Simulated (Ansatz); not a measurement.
Relaxed LiCl (rock salt):

```xyz
2
Lattice="0.0000 2.5561 2.5561 2.5561 0.0000 2.5561 2.5561 2.5561 0.0000" Properties=species:S:1:pos:R:3 pbc="T T T"
Cl     0.0000     0.0000     0.0000
Li     2.5561     2.5561     2.5561
```

Method: r2SCAN (plane waves to 500 eV, PAW, scalar-relativistic; Ansatz, a program for electronic structure). k mesh 9×9×9 (Γ-centred), Fermi-Dirac smearing 0.05 eV. LiCl was relaxed with its symmetry unable to fall.

One atom of the cell was then moved (with its periodic images), all else fixed, and the forces (eV/Å) came out as:

```tsv
atom	Fx	Fy	Fz
Cl1	0.169	0.169	0.000
Li2	-0.169	-0.169	0.000
```

With two atoms only their relative shift counts; take Li2 as fixed.

Question: Which atom was moved, and by which vector (Å)?

Answer: Cl1, by (-0.18, -0.18, 0.00), 0.26 Å in all.

(A displaced cell: forces are minus the slopes of the energy, force constants its curvatures, and phonons follow from these.)
